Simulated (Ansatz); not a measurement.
Input:

Rb$_{2}$NaTlBr$_{6}$:
Space group Fm-3m (No. 225); a = b = c = 11.270 Å, α = β = γ = 90.00°

```
atom  site  symmetry       x       y       z
----  ----  --------  ------  ------  ------
Rb      8c      -43m  0.2500  0.2500  0.2500
Na      4b      m-3m  0.5000  0.5000  0.5000
Tl      4a      m-3m  0.0000  0.0000  0.0000
Br     24e      4m.m  0.0000  0.0000  0.2428
```
(The calculation used a cell of 10 atoms; values per cell refer to that cell.)

This is the HSE06-relaxed structure.

All from HSE06 in the plane-wave PAW code Ansatz, unless another level is named. Give the band gap.

2.00 eV (direct).

And the valence-band maximum?

at Γ.

The first step of the workflow began from a Materials Project structure, measured or hypothetical; the Crystallography Open Database copy checked does not list it. Its standing as an ambient phase is unchecked. The HSE06 relaxation kept the symmetry of its start; its stability against distortions is not shown here. The hybrid was solved on a coarse mesh, the path and, where they were found, the r²SCAN edge points; its band edges are the extreme levels among these. Scalar-relativistic: spin–orbit coupling is off unless named, which matters more the heavier the elements.

Potentials: the later of the program's two PAW sets.
